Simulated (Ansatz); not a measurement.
**What moves the field gradients of Li13P4N10Cl3?**

Cell of run 1: a COD entry whose atoms were relaxed with PBE, the cell held.

Space group Fm-3m (No. 225); a = 13.9321 Å.

```
site  Wyckoff  site symmetry       x       y       z
 Li1      24e           4m.m  0.5000  0.5000  0.3554
 Li7      32f            .3m  0.1282  0.3718  0.3718
Li15      48i           m.m2  0.6821  0.6821  0.5000
   P      32f            .3m  0.3224  0.3224  0.3224
 N35      32f            .3m  0.3879  0.6121  0.6121
 N43      48g           2.mm  0.7500  0.7500  0.6129
  Cl      24e           4m.m  0.5000  0.5000  0.8166
```

One atom of each set is listed; the run and its k-mesh use a cell of 60 atoms with edges of 9.85, 9.85, 9.85 Å.

All runs are DFT with Ansatz 0.2.0 (plane waves and PAW, scalar-relativistic unless spin–orbit coupling is named, Γ-centred meshes, Fermi–Dirac smearing where given) in this cell.

Run 1: PBE, atoms relaxed; 420 eV, 4×4×4 k-points, smearing 0.02 eV.
Run 2: r2SCAN, at the relaxed atoms; 500 eV, 4×4×4 k-points, smearing 0.02 eV.
Run 3: PBE, gradients read without the response of the cores, at the relaxed atoms; 420 eV, 4×4×4 k-points, smearing 0.02 eV.

| run | P V_zz (η) | N35 V_zz (η) | N43 V_zz (η) | Cl V_zz (η) |
| --- | --- | --- | --- | --- |
| 1 | -5.17 (0.00) | 3.36 (0.00) | 4.33 (0.54) | -3.41 (0.00) |
| 2 | -5.46 (0.00) | 3.48 (0.00) | 4.47 (0.55) | -3.48 (0.00) |
| 3 | ? | ? | ? | ? |

V_zz in 10²¹ V/m²; 4 of the 7 sets of like atoms are followed.

**Question.** Estimate the row of run 3.

**Answer.** P: -5.19 (0.00); N35: 3.53 (0.00); N43: 4.51 (0.55); Cl: -3.38 (0.00). It lies nearest to run 1, from whose tensors on these sites it differs by 0.18 at most (largest principal value of the difference, on N43). Taken one at a time, the functional (r2SCAN with its higher cutoff) moves the tensors on these sites by up to 0.28 (largest principal value of the change, on P), the response of the cores by 0.18 (N43).

In run 2 the atoms aren't at the calculated equilibrium (largest force 0.58 eV/Å).
